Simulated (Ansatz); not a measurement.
Cu$_{6}$Sn$_{5}$:
```xyz
22
Lattice="5.4633 3.6144 0.0000 -5.4633 3.6144 0.0000 -1.4641 0.0000 9.6765" Properties=species:S:1:pos:R:3 pbc="T T T"
Cu    -2.2754     3.4169     7.7066
Cu     0.8113     3.8119     1.9698
Cu     0.0793     3.4169     6.8081
Cu    -1.5433     3.8119     2.8684
Cu    -3.9234     3.6456     3.7758
Cu     2.4594     3.5831     5.9007
Cu     3.1914     3.6456     1.0624
Cu    -4.6555     3.5831     8.6140
Cu     0.0000     0.0000     0.0000
Cu    -0.7320     0.0000     4.8382
Cu    -1.0980     1.1605     7.2574
Cu    -0.3660     6.0683     2.4191
Sn     0.4917     4.7883     4.5589
Sn    -1.9557     2.4405     5.1175
Sn    -1.2237     4.7883     0.2793
Sn    -0.2404     2.4405     9.3972
Sn    -4.0707     4.7330     6.2142
Sn     2.6067     2.4958     3.4622
Sn     1.8746     4.7330     8.3005
Sn    -3.3387     2.4958     1.3760
Sn    -1.0980     5.7783     7.2574
Sn    -0.3660     1.4505     2.4191
```

Relaxed with PBEsol. Special points in fractions of this cell's reciprocal vectors: Γ (0.000, 0.000, 0.000); C (0.362, 0.362, 0.000); C2 (-0.362, 0.638, 0.000); Y2 (-0.500, 0.500, 0.000); M2 (-0.500, 0.500, 0.500); D (-0.343, 0.657, 0.500); D2 (0.343, 0.343, 0.500); A (0.000, 0.000, 0.500); L2 (0.000, 0.500, 0.500); V2 (0.000, 0.500, 0.000).

Q: List the band energies nearest the Fermi level at these points for DFT-PBEsol in the program Ansatz with PAW potentials.

A: In eV from the Fermi level; about four levels below and three above (degenerate sets whole), none deeper than 8.9 eV; points with the same levels are listed once.

| k | below | above |
|---|---|---|
| Γ | -1.51 -1.44 -0.75 -0.51 | 0.14 0.24 0.72 |
| C | -0.77 -0.65 -0.34 -0.08 | 0.05 0.38 0.42 |
| Y2 | -0.58 -0.56 -0.40 -0.23 | 0.51 0.67 0.82 |
| M2 | -0.89 -0.89 -0.54 -0.54 | 0.32 0.32 0.51 0.51 |
| D | -1.13 -1.13 -0.21 -0.21 | 0.49 0.49 0.54 0.54 |
| A | -0.80 -0.80 -0.04 -0.04 | 1.20 1.20 1.75 1.75 |
| L2 | -0.43 -0.43 -0.13 -0.12 | 0.20 0.28 0.50 |
| V2 | -0.99 -0.57 -0.44 -0.35 | 0.14 0.34 0.51 |

Space group C2/c. The workflow started from a Materials Project entry (that database holds measured and hypothetical structures alike); the Crystallography Open Database files this formula in space group No. 15, but the cells were not matched. Its standing as an ambient phase is unchecked. The cell was relaxed with PBEsol under the symmetry of its start; its stability against distortions is not shown here. No spin polarisation was allowed. Scalar-relativistic: spin–orbit coupling is off unless named, which matters more the heavier the elements.

Potentials: the later of the program's two PAW sets.
